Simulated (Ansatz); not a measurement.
# ZnCu (Pm-3m): from strained cells to moduli

```
CELL_PARAMETERS angstrom
2.90790 0.00000 0.00000
0.00000 2.90790 0.00000
0.00000 0.00000 2.90790
ATOMIC_POSITIONS crystal
Zn 0.50000 0.50000 0.50000
Cu 0.00000 0.00000 0.00000
```

Level of theory, where no other is named: PBEsol, all-electron LAPW in Ansatz 0.2.0, scalar-relativistic. k mesh 14×14×14, Fermi-Dirac smearing of 0.050 eV, basis error target 1 meV/atom. The cell was relaxed by PAW under this functional.

The cell is cubic and carries a residual pressure of 0.02 GPa at this level. Each strain component that symmetry leaves independent is applied at ±0.003 and ±0.006, the ions relax wherever a strain frees them, and the stress (tension positive, GPa) is read. Shears are engineering strains, γ = 2ε.

```csv
strain,size,σxx,σyy,σzz,σyz,σxz,σxy
xx,-0.006,-1.1272,-0.7250,-0.7250,0.0000,0.0000,0.0000
xx,-0.003,-0.5700,-0.3662,-0.3662,0.0000,0.0000,0.0000
xx,+0.003,0.5252,0.3249,0.3249,0.0000,0.0000,0.0000
xx,+0.006,1.0499,0.6637,0.6637,0.0000,0.0000,0.0000
yz,-0.006,-0.0248,-0.0228,-0.0228,-0.6492,0.0000,0.0000
yz,-0.003,-0.0191,-0.0186,-0.0186,-0.3244,0.0000,0.0000
yz,+0.003,-0.0191,-0.0186,-0.0186,0.3244,0.0000,0.0000
yz,+0.006,-0.0248,-0.0228,-0.0228,0.6492,0.0000,0.0000
```

The slope is [8(σ(+δ) − σ(−δ)) − (σ(+2δ) − σ(−2δ))]/(12δ), and the program imposes the crystal's symmetry on the matrix.

Task: What are the independent elastic constants?

Result: C11 = 182.9, C12 = 115.0, C44 = 108.1 GPa.

Task: Do they meet the Born conditions?

Result: C11 − C12 = 67.9, C11 + 2C12 = 412.9 and C44 = 108.1 GPa must all be positive, so the crystal is elastically stable; that says nothing yet of its phonons.

Task: What moduli does a random aggregate of grains have?

Result: B = (C11 + 2C12)/3 = 137.6 GPa. G_V = (C11 − C12 + 3C44)/5 = 78.4 and G_R = 5(C11 − C12)C44/(4C44 + 3(C11 − C12)) = 57.7, so G_H = 68.1 GPa. Then E = 9BG/(3B + G) = 175.3 GPa, ν = (3B − 2G)/(6B + 2G) = 0.288 and B/G = 2.02, on the ductile side of Pugh's 1.75 (a rule of thumb).

Task: With the density of 8.707 g/cm³, how fast does sound travel, and what Debye temperature follows?

Result: 

```
direction  slow (m/s)  middle (m/s)  fast (m/s)
    [100]        3524          3524        4583
    [110]        1975          3524        5434
    [111]        2596          2596        5689
```

The mean of v⁻³ over directions and branches gives v_m = 3044 m/s and θ_D = (ħ/k_B) v_m (6π²n)^(1/3) = 393 K, n being atoms per volume. Young's modulus spans 94 to 257 GPa over directions, and the universal anisotropy index is 1.80.

Task: How far do the constants move if PAW replaces LAPW in the same cell?

Result: 

```csv
constant,LAPW (GPa),PAW (GPa),difference
C11,182.9,182.7,-0.2
C12,115.0,115.1,0.1
C44,108.1,108.1,0.0
```

Known limits: responses of metals move with mesh and smearing; the frozen-core PAW files of the compared runs were fitted under PBE, their cores solved anew for this functional.
